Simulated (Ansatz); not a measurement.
Start of a relaxation of Sr2CdAgC6N6:

Space group Fm-3m (No. 225). a = 10.582 Å, b = 10.582 Å, c = 10.582 Å, α = 90.00°, β = 90.00°, γ = 90.00°
```csv
atom,site,symmetry,x,y,z
Sr,8c,-43m,0.2500,0.7500,0.7500
Cd,4a,m-3m,0.0000,0.0000,0.0000
Ag,4b,m-3m,0.5000,0.0000,0.0000
C,24e,4m.m,0.1891,0.0000,0.0000
N,24e,4m.m,0.2997,0.0000,0.0000
```

These are results of Ansatz 0.2.0, DFT PBE, scalar-relativistic, plane waves, PAW, not measurements. Cutoff 420 eV, Gaussian smearing, Γ-centred meshes. Cell and atoms relax first on a coarse mesh and then on a finer one. In between, the cell is made exact in the group found at 0.06 Å. In metals the finer mesh still leaves noise of several meV/atom or more. The steps can't lower the symmetry of their start. No spin polarisation in the relaxation; trial moments died out in a coarse test.

A guess keeps its type if space group and coordination stay and the shape of the cell changes little (axis ratios within about 15 %, angles within 6°); the volume may change.

Task: Will the relaxed cell still be of the starting type?

Result: It keeps its type. The symmetry stays Fm-3m (No. 225). The volume per atom grows by 40.7 %, from 18.5 to 26.1 Å³. The shortest distance stays 1.17 Å (C–N). Counting neighbours within 15 % of an atom's shortest distance, the start has Ag 6, C 1, Cd 6, N 1, Sr 24 and the end Ag 6, C 1, Cd 6, N 1, Sr 24.

The last run used a 6×6×6 mesh for its 16-atom cell and Gaussian smearing of 0.10 eV. A structure relaxed within its symmetry needn't be a true minimum.
